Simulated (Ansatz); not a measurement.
B:
```cif
data_B8
_chemical_formula_sum 'B8'
_space_group_name_H-M_alt 'I4132'
_space_group_IT_number 214
_space_group_name_Hall 'I 4bd 2c 3'
_cell_length_a 4.63883
_cell_length_b 4.63883
_cell_length_c 4.63883
_cell_angle_alpha 90.000
_cell_angle_beta 90.000
_cell_angle_gamma 90.000
loop_
_atom_site_label
_atom_site_type_symbol
_atom_site_symmetry_multiplicity
_atom_site_Wyckoff_symbol
_atom_site_fract_x
_atom_site_fract_y
_atom_site_fract_z
_atom_site_occupancy
B1 B 8 a 0.12500 0.12500 0.12500 1
```
(The calculation used a cell of 4 atoms; values per cell refer to that cell.)

Relaxed with r²SCAN. Independent-particle spectrum: no excitons, no local fields, no scissors shift; 0.1 eV broadening; ε₁ of the summed bands alone.

Task: Tabulate the dielectric function from r²SCAN in the plane-wave PAW code Ansatz.

Result: 

```csv
E (eV),ε₁ xx,ε₂ xx
0.0,7.42,0.00
0.4,7.48,0.00
0.8,7.66,0.00
1.2,7.98,0.00
1.6,8.51,0.00
2.0,9.40,0.00
2.4,11.04,0.00
2.8,15.44,0.01
3.2,17.70,17.81
3.6,2.41,14.54
4.0,0.82,9.21
4.4,3.19,7.75
4.8,2.49,7.80
5.2,2.62,9.52
5.6,-0.18,9.36
6.0,-2.37,6.81
6.4,-1.14,6.80
6.8,-2.38,3.98
7.2,-1.62,4.61
7.6,-2.67,2.99
8.0,-2.12,1.97
8.4,-1.60,1.42
8.8,-0.94,0.96
9.2,-0.40,0.84
9.6,0.41,0.60
10.0,0.42,1.43
10.4,0.19,1.69
10.8,0.24,1.48
11.2,0.35,1.06
11.6,0.61,1.35
12.0,0.56,1.65
```

Task: From ε at 5.0 eV (xx: 3.25 + 7.91i), find n, k, the normal reflectivity and the absorption coefficient.

Result: n = 2.43, k = 1.628, R = 33 %, α = 2kE/ħc = 830000 cm⁻¹.

With all bands, ε∞ without local fields is 7.49.

Space group I4_132. The start of the workflow was typed in or built on a structure type; neither database checked (COD, Materials Project) lists it. It is not the phase usual at ambient conditions (space group No. 166). The cell was relaxed with r²SCAN under the symmetry of its start; whether a distortion lowers the energy is not shown.

Potentials: the earlier of the program's two PAW sets.
